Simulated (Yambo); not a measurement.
A G0W0@LDA run in Yambo for AlN (wurtzite, space group P6_3mc, No. 186) (6×6×4 Γ-centred k mesh, 77 bands and a 8 Ry block in the screening, 77 bands in G with the Bruneval-Gonze terminator, plasmon pole fitted at 27.2 eV) gives these matrix elements, in eV, at the band edges (Γ → Γ):

```tsv
state	E0	<Vxc>	<Σx>	<Σc(E0)>	Z
valence edge	0.000	-16.986	-21.055	3.020	0.797
conduction edge	4.491	-12.851	-8.210	-3.765	0.824
```

**Question.** Solve the linearised quasiparticle equation for both states, give the gap, and say how exchange and correlation each act on it.

**Answer.** E = E0 + Z(Σx + Σc − Vxc). Valence: 0.000 + 0.797 × (-21.055 + (3.020) − (-16.986)) = -0.84 eV. Conduction: 4.491 + 0.824 × (-8.210 + (-3.765) − (-12.851)) = 5.21 eV. The gap is 6.05 eV, against 4.49 eV in LDA. Replacing Vxc by bare exchange alone would open it by 8.71 eV; correlation takes back 6.78 eV of that, and Z scales what is left. Nearest settings tried, and what they do to the gap: 59 bands in W, 59 bands in G: -7 meV; 6 Ry block (73 vectors against 111): -141 meV; 6×6×2 mesh: +6 meV. So the settings aren't converged at that level. 

Geometry relaxed with LDA; primitive cell a = b = 3.0822 Å, c = 4.9334 Å, α = β = 90.00°, γ = 120.00°.
